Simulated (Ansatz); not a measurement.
The elements of this relaxed trial crystal are hidden behind letters.

```
lattice vectors (Å)
   4.2770    0.0000    0.0000
  -2.1385    3.7040    0.0000
   0.0000    0.0000    3.6644
fractional positions
X 0.0000 0.0000 0.0000
Z 0.3333 0.6667 0.6794
Z 0.3333 0.6667 0.3206
Z 0.6667 0.3333 0.3206
Z 0.6667 0.3333 0.6794
```

Method: DFT PBE, scalar-relativistic, plane waves, PAW (Ansatz 0.2.0). The final run on the 5-atom cell used 420 eV, a Γ-centred 12×12×10 mesh, 0.10 eV smearing and no spin polarisation.

| Property | Result |
| --- | --- |
| Space group | P6/mmm (No. 191) |
| Conventional cell | a = 4.277 Å, c = 3.664 Å |
| Volume per atom | 11.61 Å³ |
| Density | 5.31 g/cm³ |
| Formation energy | +0.05 eV/atom |
| Gap on the 12×12×10 mesh of the 5-atom cell | 0 eV (a metal) |

Energies are uncorrected and count from the elements' standard states at the same level.

Problem. X is a p-block element of period 5 and Z is a p-block element of period 2. Which elements are they?

Solution. X = Sb, Z = O, so the formula is SbO4. Density times volume gives a mean mass of 5.31 × 11.61/1.6605 = 37.1 u per atom, and this set has 37.2 u. Among the elements that the hints allow, noble gases aside, only these give it. Around Sb lie 12 O at 2.73 Å; O has 1 O at 1.32 Å, 1 O at 2.35 Å, 3 O at 2.47 Å and 3 Sb at 2.73 Å.

Spin–orbit coupling, which can matter for Sb, is left out. An odd number of electrons in the primitive cell allows no gap without spin; a larger cell or a magnetic state could open one. A structure relaxed within its symmetry needn't be a true minimum.
